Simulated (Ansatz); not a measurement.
Zr2SiN:
```
CELL_PARAMETERS angstrom
      3.26157     0.00000     0.00000
     -1.63079     2.82461     0.00000
      0.00000     0.00000    13.48020
ATOMIC_POSITIONS crystal
  Zr 0.66667 0.33333 0.59545
  Zr 0.33333 0.66667 0.40455
  Zr 0.33333 0.66667 0.09545
  Zr 0.66667 0.33333 0.90455
  Si 0.66667 0.33333 0.25000
  Si 0.33333 0.66667 0.75000
  N  0.00000 0.00000 0.50000
  N  0.00000 0.00000 0.00000
```

Relaxed with PBE. Special points in fractions of this cell's reciprocal vectors: Γ (0.000, 0.000, 0.000); M (0.500, 0.000, 0.000); K (0.333, 0.333, 0.000); A (0.000, 0.000, 0.500); L (0.500, 0.000, 0.500); H (0.333, 0.333, 0.500).

Q: List the band energies nearest the Fermi level at these points for PBE with spin–orbit coupling in the plane-wave PAW code Ansatz.

A: In eV from the Fermi level; about four levels below and three above (degenerate sets whole), none deeper than 8.9 eV; points with the same levels are listed once.

| k | below | above |
|---|---|---|
| Γ | -2.10 -2.10 -1.15 -1.15 | 0.20 0.20 0.23 0.23 |
| M | -2.13 -2.13 -2.13 -2.13 | 0.48 0.48 0.79 0.79 |
| K | -2.48 -2.48 -0.81 -0.81 | 0.12 0.12 0.64 0.64 |
| A | -0.34 -0.34 -0.34 -0.34 | 0.28 0.28 0.28 0.28 |
| L | -2.13 -2.13 -2.13 -2.13 | 0.72 0.72 0.72 0.72 |
| H | -0.43 -0.43 -0.38 -0.38 | 0.56 0.56 0.60 0.60 |

Space group P6_3/mmc. The start of the workflow was typed in or built on a structure type; neither database checked (COD, Materials Project) lists it. Whether it is the stable phase at ambient conditions was not checked. The PBE relaxation kept the symmetry of its start; whether a distortion lowers the energy is not shown. No spin polarisation was allowed.

Potentials: the earlier of the program's two PAW sets.
